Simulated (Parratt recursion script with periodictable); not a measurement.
**How the EUV peak of a Si/Mo multilayer on Si grows with the number of periods**

| layer, from the top | thickness (Å) | density (g/cm³) | rms roughness of its top face (Å) | δ at 13.5 nm | β at 13.5 nm |
|---|---|---|---|---|---|
| Si (in each period) | 49.3 | 2.313 | 4 | 9.927 × 10⁻⁴ | 0.001813 |
| Mo (in each period) | 21.1 | 10.026 | 4 | 0.07476 | 0.006314 |
| Si (substrate) | – | 2.313 | 4 | 9.927 × 10⁻⁴ | 0.001813 |

The refractive index is n = 1 − δ + iβ; the runs take δ and β at each wavelength of the scan. Vacuum lies above.

Densities are inputs, not measurements. They were set from computed cells of the Materials Project: Si from entry mp-149 (Fd-3m, 2.313 g/cm³); Mo from entry mp-129 (Im-3m, 10.026 g/cm³). A layer's crystal structure does not enter its constants, only its composition and density.

Calculation: EUV and soft X-ray reflectivity, Parratt recursion, Névot-Croce roughness, Henke tables; Parratt recursion script with periodictable 1.7.1.

Light falls at α = 10° from the surface normal. R is the mean of s and p polarisation. The wavelength is scanned from 12.42 to 14.58 nm in 161 evenly spaced points, without smoothing. The peak is the highest scan point; its wavelength and height come from a parabola through R at that point and its two neighbours.

The runs differ in the number of periods N alone.

| N | peak λ (nm) | peak R (%) |
|---|---|---|
| 5 | 13.702 | ? |
| 10 | 13.587 | 21.7 |
| 60 | 13.605 | 69.8 |
| 120 | 13.608 | 70.1 |

Problem. Estimate the peak reflectivity for N = 5, trying the form R = R∞ tanh²(aN).

Solution. Take R∞ from the largest stack, 70.1 % at N = 120. For the shown row under 97 % of it, y = artanh[(R/R∞)^½] is 0.628 at N = 10, so a = 0.0628. This form gives tanh²y = 1.000 at N = 120, in keeping with the choice of R∞. At N = 5, y = 0.314 and R = 70.1 × tanh²y = 6.5 %.

The run gave 6.9 %, so the form misses by 0.4 points.
